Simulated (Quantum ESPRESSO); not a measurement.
## Ge2AlN3O (convergence and cost over cutoff and k mesh)

Simulated, not a measurement. The program is pw.x of Quantum ESPRESSO 7.5 (plane-wave density functional theory). The cell is made up: 7 atoms on a wurtzite lattice with one site empty, with randomly drawn elements, strain and displacements, not relaxed. PseudoDojo standard norm-conserving files (v0.5 for PBE, v0.4.1 for LDA and PBEsol) set the functional; there is no spin polarisation, spin-orbit coupling or dispersion term, and the masses in the input are unused placeholders.

Input of the run in row 4:

```
&control calculation='scf', pseudo_dir='./dojo.nc.sr.pbe.v0_5.standard.upf', outdir='./o', disk_io='medium', tprnfor=.true., tstress=.true. /
&system ibrav=0, nat=7, ntyp=4, nbnd=32, ecutwfc=84.00895049, nosym=.true., tot_charge=0,
 occupations='smearing', smearing='fd', degauss=0.0018374661
/
&electrons conv_thr=7.350e-09, electron_maxstep=60, /
ATOMIC_SPECIES
Al 1.0 Al.upf
Ge 1.0 Ge.upf
N 1.0 N.upf
O 1.0 O.upf
CELL_PARAMETERS angstrom
3.1059 0.0 0.0
0.0 5.3796 0.0
0.0 0.0 5.072
ATOMIC_POSITIONS angstrom
Ge -0.0185 0.061 -0.0508
Al 1.4875 0.8707 2.4814
Ge -0.0119 3.6059 2.5976
N 0.0815 0.0122 1.9001
N 1.5144 2.7039 1.8724
N 1.5391 0.9285 4.4464
O 0.0414 3.6188 4.4077
K_POINTS automatic
6 4 4 1 1 1
```

The same cell was run at these settings. Meshes are shifted by half a step, and differences are from the last row, which is itself not exact.

```
cutoff (eV)     k mesh  k points solved  threshold (eV)  free energy less the last row's (eV)  pressure (GPa)  largest stress difference (GPa)  largest force difference (eV/Å)  iterations  wall time (s)  k-point pools              processor
        800  2 x 2 x 2                4           1e-04                                 0.780          -34.53                            36.62                            0.194           9             13              1  AMD EPYC, Zen 5 class
       1143  1 x 1 x 1                1           1e-07                                -2.536           -5.84                             7.10                            2.572          13             18              1  AMD EPYC, Zen 5 class
        789  6 x 4 x 4               48           1e-07                                 2.104          -40.26                            38.15                            0.052          12            129              1  AMD EPYC, Zen 5 class
       1143  6 x 4 x 4               48           1e-07                                -0.001           -2.25                             0.02                            0.003          13            226              1  AMD EPYC, Zen 5 class
       1437  8 x 6 x 6              144           1e-07                                 0.000           -2.25                             0.00                            0.000          13           1028              1  AMD EPYC, Zen 5 class
```

Each pool is one process. Wall times include start-up and a band step at six k points, which weighs most on the coarsest meshes. The runs were on shared virtual cores whose load varied, so times are rough.